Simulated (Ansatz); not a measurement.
BN (zinc blende), relaxed and computed with several functionals in Ansatz (plane waves, PAW).

```json
[
 {"functional": "r²SCAN", "a (Å)": "3.610", "gap (eV)": "5.00", "B₀ by P(V) fit (GPa)": "392"},
 {"functional": "HSE06", "a (Å)": "3.596", "gap (eV)": "5.81", "B₀ by P(V) fit (GPa)": "404"},
 {"functional": "PBE", "a (Å)": "___", "gap (eV)": "___", "B₀ by P(V) fit (GPa)": "___"}
]
```

**Question.** What belongs in the gaps?

**Answer.** 
- PBE, a (Å): 3.625
- PBE, gap (eV): 4.46
- PBE, B₀ by P(V) fit (GPa): 371

All cells were relaxed under the symmetry of their starts (and spin orders); stability against distortions was not tested throughout.

Potentials: the later of the program's two PAW sets.

Ansatz (a program for electronic structure) is a plane-wave DFT program.
